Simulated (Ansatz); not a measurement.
# Calculated with Ansatz: CsAgCl$_{3}$, single run

Run with:

```bash
ansatz run input.yaml --threads 1 --pin off --max-ram 2560MiB --backend cpu --events-out ev --progress --plain --runs-dir out
```

The input file (Ansatz 0.2.0, plane waves):

```yaml
crystal:
  lattice:
    - [0.0, 7.312397, 0.0]
    - [7.312397, 0.0, 0.0]
    - [3.656199, 3.656199, -5.479514]
  atoms:
    - { symbol: Cl, position: [0.2164, 0.2164, 0.0] }
    - { symbol: Cl, position: [0.2164, 0.7836, 0.0] }
    - { symbol: Cl, position: [0.7836, 0.7836, 0.0] }
    - { symbol: Cl, position: [0.7836, 0.2164, 0.0] }
    - { symbol: Cs, position: [0.75, 0.25, 0.5] }
    - { symbol: Cs, position: [0.25, 0.75, 0.5] }
    - { symbol: Ag, position: [0.5, 0.5, 0.0] }
    - { symbol: Ag, position: [0.0, 0.0, 0.0] }
    - { symbol: Cl, position: [0.2904, 0.2904, 0.4192] }
    - { symbol: Cl, position: [0.7096, 0.7096, 0.5808] }
  symmetry: { tolerance: 0.0003 }
kpoints:
  mp_grid: { grid: [4, 4, 4], shift: [0, 0, 0] }
magnetization:
  spin_polarized: false
scf:
  occupations: { method: gaussian, width: 0.054 }
hamiltonian:
  pseudopotentials: { kind: paw }
  xc: r2scan
  hubbard: { sites: [{ species: Ag, l: d, u_eff: 6.0 }], double_counting: fll }
basis:
  ecutwfc: 500
output:
  forces: true
  stress: true
  eigenvalues: true
  write_density: true
  write_potential: true
  elf: true
  volumetric_format: npy
```

Origin of the cell: a database entry, scaled a little.

Output (shortened):

```
Cl: projections on atomic orbitals take those of the free atom [Ne] 3s2 3p5, of charge +0.00 (hamiltonian.pseudopotentials.projection_atoms); the dataset's partial waves leave at most 2.1e-7 […]
Cs: projections on atomic orbitals take those of the free atom [Kr 4d10] 5s2 5p6 6s1, of charge +0.00 (hamiltonian.pseudopotentials.projection_atoms); the dataset's partial waves leave at mos […]
Ag: projections on atomic orbitals take those of the free atom [Ar 3d10] 4s2 4p6 4d10 5s1, of charge +0.00 (hamiltonian.pseudopotentials.projection_atoms); the dataset's partial waves leave a […]
Pseudopotentials: kind: paw
Pseudopotential: Cl, paw, valence charge 7, recommended cutoff 500 eV (meta_gga), Cl.paw.azcp
Pseudopotential: Cs, paw, valence charge 9, recommended cutoff 500 eV (meta_gga), Cs.paw.azcp
Pseudopotential: Ag, paw, valence charge 19, recommended cutoff 500 eV (meta_gga), Ag.paw.azcp
Functional definition: r2SCAN
  exchange = r2scan_x(k0 = k0, k1 = k1, a1 = a1)
  correlation = r2scan_c
Crystal: 10 atoms, lattice volume = 292.996 Å³
[… 14 lines left out …]
Initial density: superposition of atomic densities (chi_scale 0.1, normalization cell, long waves of neutral atoms under a Hubbard term (reshape's long-wave potential 0.00 eV rms, cloud 3.46 Å wide))
Functional: x = r2scan, c = r2scan; τ floored in thin density (d = 2e-4 eV/Å³)
SCF iter   1: F=—  HF=-33094.694593 eV  Δρ=4.21e-2  dr2=7.86e0  dr2_τ=1.27e-1  defer=9
SCF iter   2: F=—  HF=-33092.456972 eV  Δρ=1.63e-2  dr2=1.53e0  dr2_τ=6.91e-2  defer=55
SCF iter   3: F=—  HF=-33092.011366 eV  Δρ=6.20e-3  dr2=2.86e-1  dr2_τ=6.98e-3  defer=56
SCF iter   4: F=—  HF=-33091.897910 eV  Δρ=2.62e-3  dr2=3.97e-2  dr2_τ=1.72e-3  defer=49
SCF iter   5: F=—  HF=-33091.893812 eV  Δρ=1.85e-3  dr2=1.16e-2  dr2_τ=6.19e-4  defer=49
SCF iter   6: F=—  HF=-33091.893461 eV  Δρ=4.89e-4  dr2=6.98e-4  dr2_τ=5.84e-5  defer=48
SCF iter   7: F=—  HF=-33091.893779 eV  Δρ=1.10e-4  dr2=2.93e-5  dr2_τ=2.51e-6  defer=48
SCF iter   8: F=—  HF=-33091.893739 eV  Δρ=2.60e-5  dr2=2.17e-6  dr2_τ=1.18e-7  defer=48
SCF iter   9: F=—  HF=-33091.893739 eV  Δρ=6.14e-6  dr2=1.31e-7  dr2_τ=1.03e-8  defer=48
SCF iter  10: F=-33091.893739 eV  HF=-33091.893739 eV  Δρ=1.74e-6  dr2=1.94e-8  dr2_τ=1.25e-9
SCF 1 converged in 10 iterations: F = -33091.893739 eV  dr2 = 1.94e-8
SCF converged after 10 iterations
Free energy (F): -33091.893739 eV
Harris-Foulkes:  -33091.893739 eV  (|F-HF|=2.40e-9)
Internal energy: -33091.893739 eV  (E = F + TS)
E sigma→0 (E₀):  -33091.893739 eV
Fermi energy:    3.709444 eV
--- Per-component energies (eV) ---
  E_band       = -1211.989817
  E_kinetic    = 2309.760202
  E_local      = -10682.798677  (includes V_loc(G=0)·N_el)
  E_nonlocal   = 394.136632
  E_hartree    = 4602.652689
  E_xc         = -1307.290601
  E_vxc        = -1610.545321  (∫ρ·V_xc dr)
  E_hubbard    = 1.566245  (on-site DFT+U / exact-exchange correction)
  E_vhub       = -55.011924  (the Hubbard potential's part of the band-sum identity)
  E_paw        = -22031.284574  (= ΣΔE_a)
  E_vpaw       = -866.667260  (= ΣTr[D̂ρ^β])
  E_aug_tail   = 0.000351  (compensation charges beyond the density's cutoff)
  E_vtau       = 93.833283  (kinetic-family band-sum trace: ∫τ·v_τ [+ j·A + Jᵃ·Aᵃ] dr)
  E_ewald      = -6376.898703
  E_core_change = -1.737304  (= ΣΔE_core)
  E_smearing   = -0.000000  (= −TS)
  Σ components = -33091.893739   (vs F -33091.893739, Δ=0.00e0)
--- Forces (eV/Å), atoms counted from 1 ---
  atom   1  Cl     1.154094     1.154094     0.000000
  atom   2  Cl    -1.154094     1.154094     0.000000
  atom   3  Cl    -1.154094    -1.154094    -0.000000
  atom   4  Cl     1.154094    -1.154094    -0.000000
  atom   5  Cs     0.000000     0.000000    -0.000000
  atom   6  Cs    -0.000000    -0.000000     0.000000
  atom   7  Ag     0.000000     0.000000     0.000000
  atom   8  Ag     0.000000    -0.000000     0.000000
  atom   9  Cl     0.000000     0.000000    -1.114803
  atom  10  Cl    -0.000000    -0.000000     1.114803
  max |Σ_I F_I| component: 2.22e-16 eV/Å
--- Stress (GPa, compression-positive) ---
        3.824606      -0.000000       0.000000
       -0.000000       3.824606       0.000000
        0.000000       0.000000       2.630678
  P = ⅓ Tr σ = 3.4266 GPa (34.266 kbar)
Occupation matrices written to <dir>
```

The run took 25 s of wall time on 1 CPU thread(s) of a shared host, from the program's own first density.
